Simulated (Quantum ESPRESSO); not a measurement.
# Ga3InO4FN: finding a planted mistake in a log

Computed values, not a measurement. The program is pw.x of Quantum ESPRESSO 7.5 (plane-wave density functional theory). The cell is made up: 10 atoms on a corundum lattice, with randomly drawn elements, strain and displacements, not relaxed. PseudoDojo standard norm-conserving files (v0.5 for PBE, v0.4.1 for LDA and PBEsol) set the functional; there is no spin polarisation, spin-orbit coupling or dispersion term, and the masses in the input are unused placeholders.

Intended input:

```
&control calculation='scf', pseudo_dir='./dojo.nc.sr.pbe.v0_5.standard.upf', outdir='./o', disk_io='medium', tprnfor=.true., tstress=.true. /
&system ibrav=0, nat=10, ntyp=5, nbnd=50, ecutwfc=84.00895049, nosym=.true., tot_charge=0,
 occupations='smearing', smearing='fd', degauss=0.0018374661
/
&electrons conv_thr=7.350e-09, electron_maxstep=60, /
ATOMIC_SPECIES
F 1.0 F.upf
Ga 1.0 Ga.upf
In 1.0 In.upf
N 1.0 N.upf
O 1.0 O.upf
CELL_PARAMETERS angstrom
2.5461 1.4387 4.6316
-2.5452 1.457 4.6252
0.0164 -3.0945 4.6926
ATOMIC_POSITIONS angstrom
Ga 0.0165 -0.1905 4.856
Ga 0.1257 -0.1277 1.9941
Ga 0.0258 -0.1354 9.0835
In -0.1137 -0.1973 11.9517
O -1.0492 1.3461 8.0258
O -0.7408 -1.7673 8.0758
F 1.811 -0.0275 8.1809
O 1.0266 -1.5651 5.8464
O 0.7958 1.5231 5.7791
N -1.8359 -0.1615 5.8552
K_POINTS automatic
5 5 5 1 1 1
```

The log is shortened where brackets say so; the opening notice, blank lines, dates and the lines on written files are dropped, and the path of the files is cut. It prints rydbergs, bohrs and kilobars, and counts compression as positive stress.

Log of the intended run:

```
     Program PWSCF v.7.5
     Parallel version (MPI & OpenMP), running on       1 processor cores
     Number of MPI processes:                 1
     Threads/MPI process:                     1
     [start-up lines left out]
     bravais-lattice index     =            0
     lattice parameter (alat)  =      10.3512  a.u.
     unit-cell volume          =     725.5153 (a.u.)^3
     number of atoms/cell      =           10
     number of atomic types    =            5
     number of electrons       =        88.00
     number of Kohn-Sham states=           50
     kinetic-energy cutoff     =      84.0090  Ry
     charge density cutoff     =     336.0358  Ry
     scf convergence threshold =      7.3E-09
     mixing beta               =       0.7000
     number of iterations used =            8  plain     mixing
     Exchange-correlation= PBE
                           (   1   4   3   4   0   0   0)
     [axes and pseudopotential details left out]
   Cartesian axes
     site n.     atom                  positions (alat units)
         1        Ga     tau(   1) = (   0.0030123  -0.0347779   0.8865182  )
         2        Ga     tau(   2) = (   0.0229480  -0.0233131   0.3640457  )
         3        Ga     tau(   3) = (   0.0047101  -0.0247188   1.6582965  )
         4        In     tau(   4) = (  -0.0207572  -0.0360194   2.1819191  )
         5        O      tau(   5) = (  -0.1915434   0.2457459   1.4652013  )
         6        O      tau(   6) = (  -0.1352415  -0.3226408   1.4743294  )
         7        F      tau(   7) = (   0.3306187  -0.0050204   1.4935166  )
         8        O      tau(   8) = (   0.1874175  -0.2857269   1.0673270  )
         9        O      tau(   9) = (   0.1452824   0.2780593   1.0550406  )
        10        N      tau(  10) = (  -0.3351645  -0.0294837   1.0689335  )
     number of k points=    63  Fermi-Dirac smearing, width (Ry)=  0.0018
                       cart. coord. in units 2pi/alat
        k(    1) = (  -0.0001421   0.0016648   0.1178270), wk =   0.0320000
        k(    2) = (  -0.0010996  -0.2384564   0.1929415), wk =   0.0320000
     [further k points left out]
     Dense  grid:    75443 G-vectors     FFT dimensions: (  64,  64,  64)
     Estimated max dynamical RAM per process >     123.37 MB
     Initial potential from superposition of free atoms
     starting charge      87.9881, renormalised to      88.0000
     Starting wfcs are   60 randomized atomic wfcs
     total cpu time spent up to now is       24.4 secs
     per-process dynamical memory:    73.6 Mb
     Self-consistent Calculation
     iteration #  1     ecut=    84.01 Ry     beta= 0.70
     Davidson diagonalization with overlap
     ethr =  1.00E-02,  avg # of iterations =  2.6
     total cpu time spent up to now is       81.7 secs
     total energy              =    -792.88965131 Ry
     estimated scf accuracy    <       2.56472126 Ry
     iteration #  2     ecut=    84.01 Ry     beta= 0.70
     Davidson diagonalization with overlap
     ethr =  2.91E-03,  avg # of iterations =  3.0
     total cpu time spent up to now is      139.8 secs
     total energy              =    -793.41834386 Ry
     estimated scf accuracy    <       3.60953621 Ry
     [iterations 3 to 11 left out]
     iteration # 12     ecut=    84.01 Ry     beta= 0.70
     Davidson diagonalization with overlap
     ethr =  2.74E-10,  avg # of iterations =  2.0
     total cpu time spent up to now is      689.5 secs
     total energy              =    -794.13305817 Ry
     estimated scf accuracy    <       0.00000001 Ry
     iteration # 13     ecut=    84.01 Ry     beta= 0.70
     Davidson diagonalization with overlap
     ethr =  1.40E-11,  avg # of iterations =  3.5
     total cpu time spent up to now is      771.7 secs
     End of self-consistent calculation
     [lines on levels left out]
!    total energy              =    -794.13305817 Ry
     estimated scf accuracy    <          4.0E-09 Ry
     smearing contrib. (-TS)   =      -0.00000000 Ry
     internal energy E=F+TS    =    -794.13305817 Ry
     The total energy is F=E-TS. E is the sum of the following terms:
     one-electron contribution =    -222.14369717 Ry
     hartree contribution      =     192.59332877 Ry
     xc contribution           =    -217.22829474 Ry
     ewald contribution        =    -547.35439503 Ry
     convergence has been achieved in  13 iterations
     Forces acting on atoms (cartesian axes, Ry/au):
     atom    1 type  2   force =    -0.00614470    0.12406915    0.13429843
     atom    2 type  2   force =    -0.06324912    0.12024777   -0.07814540
     atom    3 type  2   force =    -0.07296025   -0.00916494    0.06418560
     atom    4 type  3   force =     0.16640919   -0.05806599   -0.07009604
     atom    5 type  5   force =    -0.05191528   -0.09937918    0.08852642
     atom    6 type  5   force =     0.08028228   -0.00508860    0.05675229
     atom    7 type  1   force =    -0.06640143    0.08721511    0.04687505
     atom    8 type  5   force =    -0.08587921   -0.01803319   -0.07735547
     atom    9 type  5   force =     0.01639877   -0.02976198   -0.03962769
     atom   10 type  4   force =     0.08345975   -0.11203815   -0.12541319
     Total force =     0.446662     Total SCF correction =     0.000097
     Computing stress (Cartesian axis) and pressure
          total   stress  (Ry/bohr**3)                   (kbar)     P=      138.13
   0.00103749   0.00013654  -0.00007796          152.62       20.09      -11.47
   0.00013654   0.00106111   0.00032094           20.09      156.09       47.21
  -0.00007796   0.00032094   0.00071827          -11.47       47.21      105.66
     init_run     :     21.48s CPU     24.28s WALL (       1 calls)
     electrons    :    715.28s CPU    747.34s WALL (       1 calls)
     forces       :      7.28s CPU      7.34s WALL (       1 calls)
     stress       :     22.28s CPU     22.35s WALL (       1 calls)
     [timing details left out]
     PWSCF        :  12m46.52s CPU  13m22.08s WALL
     JOB DONE.
```

A second run was made from an input with one planted mistake. Its log:

```
     Program PWSCF v.7.5
     Parallel version (MPI & OpenMP), running on       1 processor cores
     Number of MPI processes:                 1
     Threads/MPI process:                     1
     [start-up lines left out]
     bravais-lattice index     =            0
     lattice parameter (alat)  =      10.3512  a.u.
     unit-cell volume          =     725.5153 (a.u.)^3
     number of atoms/cell      =           10
     number of atomic types    =            5
     number of electrons       =        88.00
     number of Kohn-Sham states=           50
     kinetic-energy cutoff     =      62.6943  Ry
     charge density cutoff     =     250.7774  Ry
     scf convergence threshold =      7.3E-09
     mixing beta               =       0.7000
     number of iterations used =            8  plain     mixing
     Exchange-correlation= PBE
                           (   1   4   3   4   0   0   0)
     [axes and pseudopotential details left out]
   Cartesian axes
     site n.     atom                  positions (alat units)
         1        Ga     tau(   1) = (   0.0030123  -0.0347779   0.8865182  )
         2        Ga     tau(   2) = (   0.0229480  -0.0233131   0.3640457  )
         3        Ga     tau(   3) = (   0.0047101  -0.0247188   1.6582965  )
         4        In     tau(   4) = (  -0.0207572  -0.0360194   2.1819191  )
         5        O      tau(   5) = (  -0.1915434   0.2457459   1.4652013  )
         6        O      tau(   6) = (  -0.1352415  -0.3226408   1.4743294  )
         7        F      tau(   7) = (   0.3306187  -0.0050204   1.4935166  )
         8        O      tau(   8) = (   0.1874175  -0.2857269   1.0673270  )
         9        O      tau(   9) = (   0.1452824   0.2780593   1.0550406  )
        10        N      tau(  10) = (  -0.3351645  -0.0294837   1.0689335  )
     number of k points=    63  Fermi-Dirac smearing, width (Ry)=  0.0018
                       cart. coord. in units 2pi/alat
        k(    1) = (  -0.0001421   0.0016648   0.1178270), wk =   0.0320000
        k(    2) = (  -0.0010996  -0.2384564   0.1929415), wk =   0.0320000
     [further k points left out]
     Dense  grid:    48631 G-vectors     FFT dimensions: (  54,  54,  54)
     Estimated max dynamical RAM per process >      80.55 MB
     Check: negative core charge=   -0.000018
     Initial potential from superposition of free atoms
     starting charge      87.9881, renormalised to      88.0000
     Starting wfcs are   60 randomized atomic wfcs
     total cpu time spent up to now is       15.9 secs
     per-process dynamical memory:    49.9 Mb
     Self-consistent Calculation
     iteration #  1     ecut=    62.69 Ry     beta= 0.70
     Davidson diagonalization with overlap
     ethr =  1.00E-02,  avg # of iterations =  2.6
     total cpu time spent up to now is       59.9 secs
     total energy              =    -792.80796611 Ry
     estimated scf accuracy    <       2.53964961 Ry
     iteration #  2     ecut=    62.69 Ry     beta= 0.70
     Davidson diagonalization with overlap
     ethr =  2.89E-03,  avg # of iterations =  3.0
     total cpu time spent up to now is      107.1 secs
     total energy              =    -793.32791655 Ry
     estimated scf accuracy    <       3.57153379 Ry
     [iterations 3 to 11 left out]
     iteration # 12     ecut=    62.69 Ry     beta= 0.70
     Davidson diagonalization with overlap
     ethr =  2.57E-10,  avg # of iterations =  2.0
     total cpu time spent up to now is      474.8 secs
     total energy              =    -794.03668550 Ry
     estimated scf accuracy    <       0.00000001 Ry
     iteration # 13     ecut=    62.69 Ry     beta= 0.70
     Davidson diagonalization with overlap
     ethr =  1.24E-11,  avg # of iterations =  3.6
     total cpu time spent up to now is      520.1 secs
     End of self-consistent calculation
     [lines on levels left out]
!    total energy              =    -794.03668550 Ry
     estimated scf accuracy    <          3.9E-09 Ry
     smearing contrib. (-TS)   =      -0.00000000 Ry
     internal energy E=F+TS    =    -794.03668550 Ry
     The total energy is F=E-TS. E is the sum of the following terms:
     one-electron contribution =    -221.95563356 Ry
     hartree contribution      =     192.45099751 Ry
     xc contribution           =    -217.17765442 Ry
     ewald contribution        =    -547.35439504 Ry
     convergence has been achieved in  13 iterations
     Forces acting on atoms (cartesian axes, Ry/au):
     atom    1 type  2   force =    -0.00599035    0.12534498    0.13471465
     atom    2 type  2   force =    -0.06389269    0.12014015   -0.07879905
     atom    3 type  2   force =    -0.07365064   -0.00922836    0.06476888
     atom    4 type  3   force =     0.16669470   -0.05815938   -0.07030496
     atom    5 type  5   force =    -0.05124521   -0.09978838    0.08946262
     atom    6 type  5   force =     0.08050896   -0.00522134    0.05654614
     atom    7 type  1   force =    -0.06644104    0.08710163    0.04646920
     atom    8 type  5   force =    -0.08553010   -0.01848076   -0.07711933
     atom    9 type  5   force =     0.01597984   -0.02945494   -0.04021683
     atom   10 type  4   force =     0.08356653   -0.11225359   -0.12552131
     Total force =     0.447857     Total SCF correction =     0.000110
     Computing stress (Cartesian axis) and pressure
          total   stress  (Ry/bohr**3)                   (kbar)     P=      -73.91
  -0.00039785   0.00014129  -0.00007796          -58.53       20.79      -11.47
   0.00014129  -0.00038267   0.00032132           20.79      -56.29       47.27
  -0.00007796   0.00032132  -0.00072675          -11.47       47.27     -106.91
     init_run     :     14.93s CPU     15.72s WALL (       1 calls)
     electrons    :    479.34s CPU    504.44s WALL (       1 calls)
     forces       :      4.20s CPU      4.23s WALL (       1 calls)
     stress       :     16.55s CPU     16.60s WALL (       1 calls)
     [timing details left out]
     PWSCF        :   8m35.30s CPU   9m 2.42s WALL
     JOB DONE.
```

Question: what was wrong in the second input?

Answer: the plane-wave cutoff is too low. The input lines that differ, file-writing options aside:

```
- &system ibrav=0, nat=10, ntyp=5, nbnd=50, ecutwfc=84.00895049, nosym=.true., tot_charge=0,
+ &system ibrav=0, nat=10, ntyp=5, nbnd=50, ecutwfc=62.69434363, nosym=.true., tot_charge=0,
```

|  | intended run | run with the mistake |
| --- | --- | --- |
| free energy (eV) | -10804.731 | -10803.419 |
| smearing term -TS (eV) | 0.0000 | 0.0000 |
| pressure (GPa) | 13.81 | -7.39 |
| largest force component (eV/Å) | 4.279 | 4.286 |
| largest change of a force component (eV/Å) |  | 0.033 |
| iterations | 13 | 13 |

For scale, a rerun of the intended cell at 1437 eV and a 7 x 7 x 7 mesh moved values by no more than 0.004 eV in energy, 0.03 GPa in stress and 0.002 eV/Å in force.